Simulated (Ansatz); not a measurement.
All numbers below come from DFT, BLYP, plane waves (420 eV) with PAW, scalar-relativistic in Ansatz 0.2.0. The PAW files were generated under PBE, with cores re-solved for the functional.

An element in the fcc structure gives this curve. The cell is scaled uniformly from the relaxed one, with fractional coordinates and shape fixed. Energies are extrapolated to zero smearing, pressures are those at the given smearing. Magnetic state: spin not included.

```
V (Å³/atom)  E − E₀ (meV/atom)  P (GPa)
     23.286               29.1     3.76
     24.345               10.4     2.03
     25.403                1.6     0.78
     26.461                0.1    -0.11
     27.520                3.3    -0.70
     28.578                9.3    -1.06
     29.637               17.0    -1.27
```

(1) Which element is it?
A. zirconium
B. magnesium
C. cadmium
D. lutetium

Answers

(1) C. Its fit is V₀ = 26.22 Å³/atom, B₀ = 19.1 GPa, B₀′ = 9.4.
